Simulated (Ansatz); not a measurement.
Cu3Au:
```yaml
crystal:
  lattice:
    - [3.78088, 0.00000, 0.00000]
    - [0.00000, 3.78088, 0.00000]
    - [0.00000, 0.00000, 3.78088]
  atoms:
    - { symbol: Cu, position: [0.00000, 0.50000, 0.50000] }
    - { symbol: Cu, position: [0.50000, 0.00000, 0.50000] }
    - { symbol: Cu, position: [0.50000, 0.50000, 0.00000] }
    - { symbol: Au, position: [0.00000, 0.00000, 0.00000] }
```

Relaxed with PBE. Special points in fractions of this cell's reciprocal vectors: Γ (0.000, 0.000, 0.000); X (0.000, 0.500, 0.000); M (0.500, 0.500, 0.000); R (0.500, 0.500, 0.500).

### Question
List the band energies nearest the Fermi level at these points for DFT-PBE with spin–orbit coupling in the program Ansatz with PAW potentials.

### Answer
In eV from the Fermi level; about four levels below and three above (degenerate sets whole), none deeper than 8.9 eV; points with the same levels are listed once.

| k | below | above |
|---|---|---|
| Γ | -1.33 -1.33 -1.33 -1.33 -1.17 -1.17 | 0.73 0.73 1.36 1.36 1.36 1.36 |
| X | -1.53 -1.53 -1.38 -1.38 | 5.16 5.16 5.93 5.93 |
| M | -0.51 -0.51 -0.45 -0.45 | 0.29 0.29 8.36 8.36 |
| R | -0.83 -0.83 -0.83 -0.83 | 2.31 2.31 3.84 3.84 3.84 3.84 |

Space group Pm-3m (Cu3Au type). The PBE relaxation kept the symmetry of its start; of distortions, only those at the zone centre were tested. No spin polarisation was allowed.

Potentials: the later of the program's two PAW sets.
